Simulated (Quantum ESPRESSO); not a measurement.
Band energies of Li$_{7}$Cu$_{2}$N$_{3}$

```xyz
12
Lattice="3.1632 1.8263 3.6971 -3.1632 1.8263 3.6971 0.0000 -3.6526 3.6971" Properties=species:S:1:pos:R:3 pbc="T T T"
Li    -1.0563     1.8296     5.5456
Li     1.0563    -1.8296     5.5456
Li    -1.0563    -1.8296     5.5456
Li     1.0563     1.8296     5.5456
Li     2.1127     0.0000     5.5456
Li    -2.1127     0.0000     5.5456
Li     0.0000     0.0000     0.0000
N      0.0000     0.0000     1.8589
N      0.0000     0.0000     9.2323
N      0.0000     0.0000     5.5456
Cu     0.0000     0.0000     7.3921
Cu     0.0000     0.0000     3.6991
```

norm-conserving PBEsol (Quantum ESPRESSO, 92 Ry, no spin-orbit coupling); path ΓLB1,BZΓX,QFP1Z,LP; energies in eV from the Fermi level.

```
k (1/Å)  point  band 33  band 34  band 35  band 36  band 37  band 38  band 39  band 40
-------  -----  -------  -------  -------  -------  -------  -------  -------  -------
0.00         Γ    -1.55    -1.55    -1.27    -0.76    -0.76     1.36     1.98     1.98
0.21              -1.53    -1.38    -1.28    -0.74    -0.66     1.15     1.48     2.24
0.43              -1.57    -1.25    -1.24    -0.65    -0.52     0.37     1.88     2.65
0.64         L    -1.58    -1.23    -1.22    -0.53    -0.46    -0.01     2.23     2.71
0.86              -2.04    -1.29    -1.28    -0.49    -0.42     0.76     2.37     2.72
1.08              -2.02    -1.44    -1.40    -0.38    -0.31     1.90     2.74     2.85
1.29        B1    -1.79    -1.59    -1.51    -0.20    -0.15     2.62     2.86     3.67
1.29         B    -1.79    -1.59    -1.51    -0.20    -0.15     2.62     2.86     3.67
1.63         Z    -1.67    -1.67    -1.43     0.01     0.01     3.36     3.36     3.88
1.97              -1.31    -1.21    -1.21    -0.30    -0.30     1.99     1.99     3.38
2.14              -1.29    -1.06    -1.06    -0.47    -0.47     1.50     1.50     2.43
2.31              -1.28    -1.24    -1.24    -0.63    -0.63     1.59     1.59     1.66
2.48         Γ    -1.55    -1.55    -1.27    -0.76    -0.76     1.36     1.98     1.98
2.65              -1.65    -1.55    -1.29    -0.75    -0.73     1.33     1.74     1.78
2.81              -1.81    -1.51    -1.29    -0.71    -0.66     1.18     1.75     1.85
2.98              -1.99    -1.40    -1.26    -0.63    -0.56     1.24     1.98     2.17
3.14              -2.12    -1.31    -1.23    -0.54    -0.47     1.55     2.39     2.57
3.31         X    -2.15    -1.24    -1.19    -0.48    -0.41     1.95     2.87     3.04
3.31         Q    -2.15    -1.24    -1.19    -0.48    -0.41     1.95     2.87     3.04
3.48         F    -2.15    -1.22    -1.18    -0.46    -0.39     2.16     3.13     3.69
3.67              -2.02    -1.37    -1.35    -0.34    -0.26     2.32     3.29     3.44
3.87        P1    -1.71    -1.65    -1.51    -0.16    -0.12     2.77     2.90     3.75
3.87         Z    -1.67    -1.67    -1.43     0.01     0.01     3.36     3.36     3.88
4.68         L    -1.58    -1.23    -1.22    -0.53    -0.46    -0.01     2.23     2.71
4.84              -1.58    -1.28    -1.20    -0.68    -0.47     0.45     2.23     2.89
5.00              -1.57    -1.56    -1.22    -0.51    -0.42     1.20     2.38     3.23
5.31         P    -1.71    -1.65    -1.51    -0.16    -0.12     2.77     2.90     3.75
```

At this level the gap is closed or nearly so: along the path the highest valence and lowest conduction bands touch, or overlap by less than 0.6 eV, a zero-gap or semimetallic result; the valence top lies at Z, the conduction bottom at L. Semilocal functionals close the gaps of some narrow-gap semiconductors, so this alone doesn't show that the compound has none.

The 3d shell has no Hubbard U; the runs are without spin polarisation, and magnetic order was not tried.

Geometry of the Materials Project entry, not relaxed at this level.

The structure is a Materials Project entry; no match was found in the copy of COD used, and its stability was not checked.
